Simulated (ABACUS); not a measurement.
Worked example: self-consistent single point of CsPbBr3 (Pm-3m, 5 atoms in the cell; from Materials Project mp-600089, changed as shown) in ABACUS.

Computed with PBE, PseudoDojo 0.5 standard norm-conserving PBE (tails mended) pseudopotentials (plane waves; ABACUS).

The change in words: lattice scaled by 1.03. Reference geometry (Pm-3m):
```yaml
crystal:
  lattice:
    - [5.94863, 0.00000, 0.00000]
    - [0.00000, 5.94863, 0.00000]
    - [0.00000, 0.00000, 5.94863]
  atoms:
    - { symbol: Cs, position: [0.00000, 0.00000, 0.00000] }
    - { symbol: Pb, position: [0.50000, 0.50000, 0.50000] }
    - { symbol: Br, position: [0.50000, 0.50000, 0.00000] }
    - { symbol: Br, position: [0.00000, 0.50000, 0.50000] }
    - { symbol: Br, position: [0.50000, 0.00000, 0.50000] }
```

Reference input (self-consistent single point, DFT, PBE, plane waves, PseudoDojo 0.5 standard norm-conserving PBE (tails mended) pseudopotentials): KPT = MP 3 3 3 0 0 0; basis_type = pw; dft_functional = PBE; ecutwfc = 62.5 Ry; smearing_method = fixed; potentials = PseudoDojo 0.5 standard norm-conserving PBE (tails mended); symmetry = 1; ks_solver = dav_subspace; scf_nmax = 100; scf_thr = 1.0e-09 Ry; mixing_type = broyden. This run's input differs from it in these lines:

```diff
@@ -26,5 +26,5 @@
 LATTICE_VECTORS
-  11.2412815167    0.0000000000    0.0000000000
-   0.0000000000   11.2412815167    0.0000000000
-   0.0000000000    0.0000000000   11.2412815167
+  11.5785201512    0.0000000000    0.0000000000
+   0.0000000000   11.5785201512    0.0000000000
+   0.0000000000    0.0000000000   11.5785201512
 
@@ -41,3 +41,3 @@
 1
-   5.6206407584    5.6206407584    5.6206407584 1 1 1
+   5.7892600756    5.7892600756    5.7892600756 1 1 1
 
@@ -46,5 +46,5 @@
 3
-   5.6206407584    5.6206407584    0.0000000000 1 1 1
-   0.0000000000    5.6206407584    5.6206407584 1 1 1
-   5.6206407584    0.0000000000    5.6206407584 1 1 1
+   5.7892600756    5.7892600756    0.0000000000 1 1 1
+   0.0000000000    5.7892600756    5.7892600756 1 1 1
+   5.7892600756    0.0000000000    5.7892600756 1 1 1
 # file: KPT
```

Output, abridged:

```
 SELF-CONSISTENT
 -------------------------------------------
                                 init_chg = atomic

 PW ALGORITHM --------------- ION=   1  ELEC=   1--------------------------------

 Notice: Threshold on eigenvalues was too large.

 Density error is 0.173526689901
                          Error Threshold = 0.00040087549248
 E_KohnSham     -281.3554890375      -3828.0378144863
 E_Fermi        0.0753052922         1.0245810630

 PW ALGORITHM --------------- ION=   1  ELEC=   2--------------------------------

 Density error is 0.0254401354387
                          Error Threshold = 0.000394378840684
   [... lines left out ...]

 Density error is 5.48742800887e-09
                          Error Threshold = 2.16570261087e-10
 E_KohnSham     -281.4069704924      -3828.7382556147
 E_Fermi        0.0942752115         1.2826800563

 PW ALGORITHM --------------- ION=   1  ELEC=   8--------------------------------

 Density error is 3.09131889588e-10
                          Error Threshold = 1.24714272929e-11
 E_KohnSham     -281.4069704941      -3828.7382556376
 E_KS(sigma->0) -281.4069704941      -3828.7382556376
 E_entropy(-TS) 0.0000000000         0.0000000000
 E_Fermi        0.0942807288         1.2827551237
 charge density convergence is achieved
 final etot is -3828.7382556 eV
 EFERMI = 1.2827551237 eV

 STATE ENERGY(eV) AND OCCUPATIONS    NSPIN == 1
   [... 29 lines left out ...]

 TOTAL-FORCE (eV/Angstrom)
                       Cs1         0.0000000000         0.0000000000         0.0000000000
                       Pb1         0.0000000000         0.0000000000         0.0000000000
                       Br1         0.0000000000         0.0000000000         0.0000000000
                       Br2         0.0000000000         0.0000000000         0.0000000000
                       Br3         0.0000000000         0.0000000000         0.0000000000

 TOTAL-STRESS (KBAR)
       -11.9736528858         0.0000000000        -0.0000000000
        -0.0000000000       -11.9736528858        -0.0000000000
        -0.0000000000         0.0000000000       -11.9736528858
 TOTAL-PRESSURE: -11.973653 KBAR

 --------------------------------------------
 !FINAL_ETOT_IS -3828.7382556376392131 eV
 --------------------------------------------
```

The run converged in 8 iterations. Against the reference run the free energy goes up by 13.2 meV/atom and the pressure goes from 0.23 to -1.20 GPa.

Spin-orbit coupling is left out, which matters for bands and gaps with elements this heavy. This run is one point of a test of settings, so its values need not be converged; read them against the reference run alone. The structure comes from a collection of computed structures, made at another level of theory; the collection holds predicted forms beside known ones.

Cost on one core: about 60 core-seconds (a rough figure).

“Tails mended”: in these copies of the files the far tail of each local potential was reset to the Coulomb form.
